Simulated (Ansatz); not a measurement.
Calculation for Tl (beta tin type): DFT, LDA, all-electron LAPW, scalar-relativistic (Ansatz 0.2.0). This run: beta tin relaxed under pressure.

The cell comes from a relaxation on PAW files under the same functional, begun from a prototype that needn't be the stable phase.

Command: `ansatz run input.yaml --threads 1 --pin off --max-ram 3584MiB --backend cpu --events-out ev --progress --plain --runs-dir out` It took 2.6 min on 1 thread of Arm Neoverse V1 (shared host), peak memory 1 GiB.

```yaml
crystal:
  lattice:
    - [-2.9782165956, 2.9782165956, 1.5712027228]
    - [2.9782165956, -2.9782165956, 1.5712027228]
    - [2.9782165956, 2.9782165956, -1.5712027228]
  atoms:
    - { symbol: Tl, position: [-0.375, -0.125, -0.25] }
    - { symbol: Tl, position: [0.375, 0.125, 0.25] }
kpoints:
  mp_grid: { grid: [14, 14, 14] }
scf:
  occupations: { method: fermi_dirac, width: 0.05 }
hamiltonian:
  xc: lda
  pseudopotentials: { kind: all_electron, lapw: { basis_error: 0.0005 } }
output:
  forces: true
  stress: true
  eigenvalues: true
relax:
  f_tol: 0.005
  max_steps: 12
  cell: { p_target: 1.2, stress_tol: 0.03 }
```

Output:

```
The last accepted step is kept in <dir> (removed where the run ends without a failure and the disk answers)
LAPW: plane waves up to 8.053 Å⁻¹, error target 5.0e-4 eV per atom; small_component_spin mean_spin; Tl in spheres of 1.494 Å, 35 of its electrons in bands, Dirac shells [] (how accurate: hamiltonian.pseudopotentials.lapw.basis_error, Limitations)
Engine: ansatz 0.2.0
Pseudopotentials: kind: all_electron
Pseudopotential: Tl, LAPW, valence charge 35, lapw/all_electron/scalar/gaussian/Tl, Koelling and Harmon's equation, gaussian nucleus
Functional definition: SPW92
  exchange = slater_x
  correlation = pw_c
Crystal: 2 atoms, lattice volume = 55.745 Å³
Basis set: ecut = 247.09476281181313 eV, 501 PW (Γ), FFT grids on a1+a2, a2, a3, exchange–correlation at level 2
Bands: 42, of which v1, the nominal top of the filled ones, is band 35 counted from 1 (34 counted from 0)
Symmetry: 16 space group operations
Space group: I41/amd (ITA 141), of the structure as read, at distance tolerance 3.8e-5 Å
k-points: 244 of 2744
Non-local potential: Tl, projectors of the file, none
Initial density: superposition of atomic densities (chi_scale 0.1, normalization cell)
Initial wavefunctions: plane waves of lowest kinetic energy (no species holds an atomic orbital)
Functional: x = slater, c = lda
iter 1 solved again at ethr=3.09e-5 eV; its pass at ethr=1.00e-1 eV (dr2=2.16e-2 eV) is discarded
SCF iter   1: F=—  HF=-1100957.658520 eV  |F-HF|=—  |Δ(HF+E_count)|=         —  Δρ=7.26e-3  dr2=2.17e-2  ethr=3.09e-5  ⟨swp⟩=3.1  Hψ=66447  notcnv=0
preconditioner: auto → LDOS  [metal: Δε(μ)=0.001 eV  Ē_g=16.077 eV  σ=0.050 eV  W_gap=0.01  n_scr=16 (ndim 8)  ℏωp=25.4 eV  f_vac=0.116  D(μ)=1.12/eV (n_scr^D=4)  β→1.0]
SCF iter   2: F=—  HF=-1100957.670115 eV  |F-HF|=—  |Δ(HF+E_count)|=   1.16e-2  Δρ=2.13e-3  dr2=3.19e-3  ethr=3.09e-5  ⟨swp⟩=3.0  Hψ=34183  notcnv=0
SCF iter   3: F=—  HF=-1100957.583671 eV  |F-HF|=—  |Δ(HF+E_count)|=   8.64e-2  Δρ=1.10e-3  dr2=4.41e-4  ethr=4.56e-6  ⟨swp⟩=3.0  Hψ=34177  notcnv=0
SCF iter   4: F=—  HF=-1100957.582041 eV  |F-HF|=—  |Δ(HF+E_count)|=   1.63e-3  Δρ=4.09e-4  dr2=5.88e-5  ethr=6.30e-7  ⟨swp⟩=2.0  Hψ=29348  notcnv=0
iter 5 solved again at ethr=6.46e-9 eV; its pass at ethr=8.40e-8 eV (dr2=4.52e-6 eV) is discarded
SCF iter   5: F=—  HF=-1100957.582035 eV  |F-HF|=—  |Δ(HF+E_count)|=   5.56e-6  Δρ=1.14e-4  dr2=4.52e-6  ethr=6.46e-9  ⟨swp⟩=2.0  Hψ=50400  notcnv=0
SCF iter   6: F=-1100957.582039 eV  HF=-1100957.582039 eV  |F-HF|=2.07e-8  |Δ(HF+E_count)|=   3.80e-6  Δρ=1.05e-5  dr2=5.13e-8  ethr=6.45e-9  ⟨swp⟩=2.8  Hψ=29660  notcnv=0
SCF 1 converged in 6 iterations: F = -1100957.582039 eV  dr2 = 5.13e-8
relax step   1: F+E_penalty+E_count = -1100957.58203926 eV  Δ(F+E_penalty+E_count) = +0.000e0 eV  max|allowed force component| = 1.084e-19 eV/Å  Δτ_max = 0.0000 Å  P = +1.209 GPa  Ω = 55.745 Å³  (6 SCF iters, accepted)
Initial density: handed on by an earlier stage of this run
Initial wavefunctions: those handed on with the density
iter 1 solved again at ethr=7.14e-11 eV; its pass at ethr=1.00e-1 eV (dr2=5.00e-8 eV) is discarded
SCF iter   1: F=—  HF=-1100957.582039 eV  |F-HF|=—  |Δ(HF+E_count)|=         —  Δρ=1.03e-5  dr2=5.00e-8  ethr=7.14e-11  ⟨swp⟩=7.0  Hψ=59764  notcnv=0
preconditioner: auto → LDOS  [metal: Δε(μ)=0.015 eV  Ē_g=16.389 eV  σ=0.050 eV  W_gap=0.07  n_scr=16 (ndim 8)  ℏωp=25.4 eV  f_vac=0.110  D(μ)=1.14/eV (n_scr^D=4)  β→1.0]
iter 2 solved again at ethr=3.90e-12 eV; its pass at ethr=7.14e-11 eV (dr2=2.73e-9 eV) is discarded
SCF iter   2: F=-1100957.582039 eV  HF=-1100957.582039 eV  |F-HF|=5.36e-9  |Δ(HF+E_count)|=   2.51e-8  Δρ=2.27e-6  dr2=2.73e-9  ethr=3.90e-12  ⟨swp⟩=2.0  Hψ=50438  notcnv=0
SCF 2 converged in 2 iterations: F = -1100957.582039 eV  dr2 = 2.73e-9
relax step   2: F+E_penalty+E_count = -1100957.58203926 eV  Δ(F+E_penalty+E_count) = -6.985e-10 eV  max|allowed force component| = 0.000e0 eV/Å  Δτ_max = 0.0000 Å  P = +1.209 GPa  Ω = 55.745 Å³  stress off target by 1.08e-2 GPa  SCF on the basis re-selected at this cell (its energy is not comparable with the rows above)  (2 SCF iters)
basis re-selected at this cell: Δ(F+E_penalty+E_count) = -6.985e-10 eV, ΔP = +0.000 GPa vs the last step (what re-selecting the basis moved, after the strain that the cell walked since its last selection, with what the two solves' SCF thresholds leave and, on support functions, any second-order correction that the steps lacked; it is no measure of the basis error at this ecutwfc). This SCF's stress stands 1.08e-2 GPa from its target on what of the cell is left free (relax.cell.stress_tol is 3.00e-2 GPa) and its largest allowed force component is 0.00e0 eV/Å (relax.f_tol is 5.00e-3 eV/Å): within both
SCF converged after 2 iterations
Free energy (F): -1100957.582039 eV
Harris-Foulkes:  -1100957.582039 eV  (|F-HF|=5.36e-9)
Internal energy: -1100957.572785 eV  (E = F + TS)
E sigma→0 (E₀):  -1100957.577412 eV
Entropy (-TS):   -0.009254 eV (-4.627 meV/atom)
Fermi energy:    15.837699 eV
--- Per-component energies (eV) ---
  E_band       = -3612.606656
  E_kinetic    = 1264047.828871
  E_xc         = -20115.290466
  E_electrostatic = -2344890.111191  (all electrons and nuclei)
  E_smearing   = -0.009254  (= −TS)
  E_closure    = 0.000000  (closes the sum)
  E_atoms      = -1100951.902729  (free atoms, spherical and without spin; not in F)
  Σ components = -1100957.582039   (vs F -1100957.582039, Δ=0.00e0)
  Basis errors (estimates in eV, not in F): energy 1.5e-4 per atom: plane waves 1.5e-4 (8.2e-5 summed), levels above the bands 9.3e-82, relativity 8.0e-9, radial functions 1.5e-6, core shells 4.3e-7; eigenvalues (radial functions only) 8.0e-7; not estimated: angular momenta, meshes, grids; target (lapw.basis_error) 5.0e-4; muffin-tin radii Tl 1.494 Å
--- Forces (eV/Å), atoms counted from 1 ---
  atom   1  Tl     0.00000000     0.00000000     0.00000000
  atom   2  Tl     0.00000000     0.00000000     0.00000000
  max |Σ_I F_I| component: 0.00e0 eV/Å
--- Stress (GPa, compression-positive) ---
        1.210847       0.000000       0.000000
        0.000000       1.210847       0.000000
        0.000000       0.000000       1.206614
  P = ⅓ Tr σ = 1.2094 GPa (12.094 kbar)
--- Band table (eV; the first three rows and the last of 244) ---
  k-point 0: bands = ["-111.1127", "-111.1118", "-94.5052", "-94.5052", "-94.5048", "-94.5048", "-94.5048", "-94.5048", "-94.5041", "-94.5041", "-94.5038", "-94.5038", "-94.5036", "-94.5036", "-94.5035", "-94.5035", "-56.2137", "-56.2137", "-56.1959", "-56.1954", "-56.1951", "-56.1951", "3.5062", "3.7112", "3.7265", "3.7306", "4.4749", "4.4749", "4.4961", "4.4961", "4.7121", "5.0034", "5.3166", "13.0458", "15.3714", "15.3714", "20.9479", "23.7323", "23.7323", "25.8377", "25.8527", "27.6446"]
  k-point 1: bands = ["-111.1127", "-111.1118", "-94.5052", "-94.5052", "-94.5048", "-94.5048", "-94.5048", "-94.5048", "-94.5041", "-94.5041", "-94.5038", "-94.5038", "-94.5036", "-94.5036", "-94.5035", "-94.5035", "-56.2135", "-56.2135", "-56.1965", "-56.1954", "-56.1953", "-56.1948", "3.5180", "3.7086", "3.7271", "3.7399", "4.4689", "4.4786", "4.4978", "4.5000", "4.7032", "4.9862", "5.3657", "12.6748", "15.4448", "15.6682", "21.1316", "23.3880", "23.4806", "25.6975", "25.7092", "28.0652"]
  k-point 2: bands = ["-111.1127", "-111.1118", "-94.5052", "-94.5052", "-94.5048", "-94.5048", "-94.5048", "-94.5048", "-94.5041", "-94.5041", "-94.5038", "-94.5038", "-94.5036", "-94.5036", "-94.5035", "-94.5035", "-56.2129", "-56.2128", "-56.1976", "-56.1960", "-56.1953", "-56.1944", "3.5532", "3.7013", "3.7174", "3.7792", "4.4490", "4.4889", "4.5023", "4.5114", "4.6758", "4.9387", "5.5143", "11.8884", "15.6618", "16.2377", "21.6771", "22.6326", "22.8472", "25.3728", "25.3792", "28.7059"]
  k-point 243: bands = ["-111.1122", "-111.1122", "-94.5052", "-94.5052", "-94.5048", "-94.5048", "-94.5048", "-94.5048", "-94.5041", "-94.5041", "-94.5038", "-94.5038", "-94.5036", "-94.5036", "-94.5035", "-94.5035", "-56.2153", "-56.2153", "-56.1957", "-56.1957", "-56.1936", "-56.1936", "3.6868", "3.6868", "3.9354", "3.9354", "4.3387", "4.3387", "4.4925", "4.4925", "4.5167", "4.5167", "9.4775", "9.4775", "12.3458", "12.3458", "23.6987", "23.6987", "27.3476", "27.3476", "28.7636", "28.7636"]
--- Relaxed structure (1 steps of the walk, 1 accepted, 1 SCFs on fresh bases) ---
  F+E_penalty+E_count = -1100957.58203926 eV   max|allowed force component| = 0.000e0 eV/Å   (the final SCF, on the basis selected at the relaxed cell)
  cell:  # Å, volume = 55.7449 Å³
    - [-2.9782165956, 2.9782165956, 1.5712027228]
    - [2.9782165956, -2.9782165956, 1.5712027228]
    - [2.9782165956, 2.9782165956, -1.5712027228]
  atoms:
    - { symbol: Tl, position: [-0.375, -0.12499999999999997, -0.24999999999999997] }
    - { symbol: Tl, position: [0.375, 0.12499999999999997, 0.24999999999999997] }
```

Spin–orbit coupling is left out, which matters for the heavy atoms.
